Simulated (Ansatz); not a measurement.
ZnCu2GeS4:
```cif
data_Cu4Ge2S8Zn2
_chemical_formula_sum 'Zn2 Cu4 Ge2 S8'
_space_group_name_H-M_alt 'I-42m'
_space_group_IT_number 121
_space_group_name_Hall 'I -4 2'
_cell_length_a 5.25520
_cell_length_b 5.25520
_cell_length_c 10.52834
_cell_angle_alpha 90.000
_cell_angle_beta 90.000
_cell_angle_gamma 90.000
loop_
_atom_site_label
_atom_site_type_symbol
_atom_site_symmetry_multiplicity
_atom_site_Wyckoff_symbol
_atom_site_fract_x
_atom_site_fract_y
_atom_site_fract_z
_atom_site_occupancy
Zn1 Zn 2 a 0.00000 0.00000 0.00000 1
Cu1 Cu 4 d 0.00000 0.50000 0.25000 1
Ge1 Ge 2 b 0.00000 0.00000 0.50000 1
S1 S 8 i 0.25596 0.25596 0.12879 1
```
(The calculation used a cell of 8 atoms; values per cell refer to that cell.)

Relaxed with PBEsol. PBEsol in the plane-wave PAW code Ansatz gives a gap of 0.40 eV.

Task: What gap does HSE06 give on the same cell (Ansatz, PAW)?

Result: 1.60 eV, 1.21 eV more. The hybrid was solved on a coarser mesh and at special points; its gap is the smallest among all of these.

Cost on shared cores: the PBEsol run (SCF on a 8×8×8 mesh, then bands and DOS) very roughly 4 core-minutes, the HSE06 run (SCF on 5×5×5, then a few points) roughly 8 core-minutes; the tasks are unlike.

The workflow started from a Materials Project entry (that database holds measured and hypothetical structures alike); the Crystallography Open Database copy checked does not list it. Whether it is the stable phase at ambient conditions was not checked. The cell was relaxed with PBEsol under the symmetry of its start; whether a distortion lowers the energy is not shown. The run is not spin-polarised. Scalar-relativistic: spin–orbit coupling is off unless named, which matters more the heavier the elements.

Potentials: the later of the program's two PAW sets.
